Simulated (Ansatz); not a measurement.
**Pb: tetragonal deformation path**

These are results of Ansatz, DFT LDA, scalar-relativistic, plane waves, PAW, not measurements. Settings: plane waves to 420 eV, k-mesh 18×18×18 (Γ-centred), Gaussian smearing 0.15 eV. Spin–orbit coupling is left out, which can shift energies with elements as heavy as these. No spin polarisation. Energies are free energies at this smearing, counted from the undisturbed cell; pressure is positive in compression.

The starting cell (as given, not relaxed at this level; it stands at -1.7 GPa):

```yaml
crystal:
  lattice:
    - [0.00000, 2.46980, 2.46980]
    - [2.46980, 0.00000, 2.46980]
    - [2.46980, 2.46980, 0.00000]
  atoms:
    - { symbol: Pb, position: [0.00000, 0.00000, 0.00000] }
```

At fixed volume and fractional coordinates, lengths along (0.000, 0.000, 1.000) are scaled against those across it; ρ is that ratio over its starting value. The cell is metallic on the mesh throughout. At ρ = 0.707 the cell becomes cubic (Im-3m), and there the slope of the energy vanishes by symmetry.

```csv
ρ,ΔE (meV/atom),pressure (GPa)
0.650,28.3,-1.9
0.707,36.7,-1.9
0.780,26.7,-1.8
0.850,11.2,-1.7
0.920,2.4,-1.7
0.960,0.2,-1.7
1.000,0.0,-1.7
1.050,-0.1,-1.7
1.100,4.1,-1.7
1.200,29.8,-1.4
1.300,73.7,-0.7
1.414,144.9,0.6
1.500,214.3,1.9
```